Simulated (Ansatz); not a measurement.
## Structures of SrTi: which is lowest?

Plane-wave DFT in Ansatz with scalar-relativistic PAW potentials, cutoff 420 eV, Γ-centred meshes chosen by cell and gap, Gaussian smearing with energies taken to zero width. Every cell was relaxed (cell and atoms) in a run of its own, within the symmetry of its start. Functional: PBE.

Relaxed structures (starts from databases or built by putting these elements on another compound's sites):
A. Pm-3m, 2 atoms in the computed cell, a = 3.921 Å; sites (symmetry × multiplicity) Sr m-3m × 1, Ti m-3m × 1; start: built
B. P4/mmm, 2 atoms in the computed cell, a = 3.369 Å, c = 5.157 Å; sites (symmetry × multiplicity) Sr 4/mmm × 1, Ti 4/mmm × 1; start: built

Question: Rank them by energy. Could pressure change the order?

Answer:
| structure | group | E − E(lowest) (meV/atom) | V (Å³/atom) | gap on mesh (eV) |
| --- | --- | --- | --- | --- |
| B | P4/mmm | 0.0 | 29.27 | 0.00 |
| A | Pm-3m | 93 | 30.13 | 0.00 |

B is lowest, 93 meV/atom under A. The lowest is also the densest of these, so pressure wouldn't bring one of the others in at first order. Other structures may lie lower than all of these, and vibrations aren't counted.